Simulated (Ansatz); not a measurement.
WO3 in space group Pnma (No. 62; W on 4c, O on 4c, O on 4c, O on 4c), plane-wave PAW PBEsol (Ansatz code). The conduction-band minimum lies at Γ, with 1 equivalent valley. Second derivatives d²E/dk² of the lowest band at one valley (eV·Å²), along Cartesian directions:

```csv
direction,d²E/dk²
[100],0.3974
[010],26.13
[001],34.48
[110],13.27
[101],17.45
[011],30.30
```

Task: Find the principal effective masses, the density-of-states mass and the conductivity mass.

Result: Off-diagonal terms follow from H_xy = H[110] − (H_xx + H_yy)/2, and m*/mₑ = 7.620 eV·Å² over each eigenvalue: 0.22, 0.29, 19. One valley's DOS mass (m₁m₂m₃)^(1/3) = 1.1, conductivity mass 3/(Σ 1/mᵢ) = 0.37 mₑ.

Task: What effective density of states Nc follows at 300 K for parabolic valleys?

Result: Nc = 2.509e19 × 1 × (1.1)^(3/2) ≈ 2.9e19 cm⁻³.

The start of the workflow was typed in or built on a structure type; the Crystallography Open Database files this formula in space group No. 62, but the cells were not matched. Whether it is the stable phase at ambient conditions was not checked. Symmetry was held in the PBEsol relaxation; its stability against distortions is not shown here. The workflow began spin-polarised and lost its moments. No Hubbard U is applied. A crystal of weakly bound layers computed without a dispersion correction: the cell and the soft elastic constants depend strongly on that. Scalar-relativistic: spin–orbit coupling is off unless named, which matters more the heavier the elements.

Potentials: the later of the program's two PAW sets.

Edges and masses are those of Kohn–Sham bands, whose gap is no quasiparticle gap.
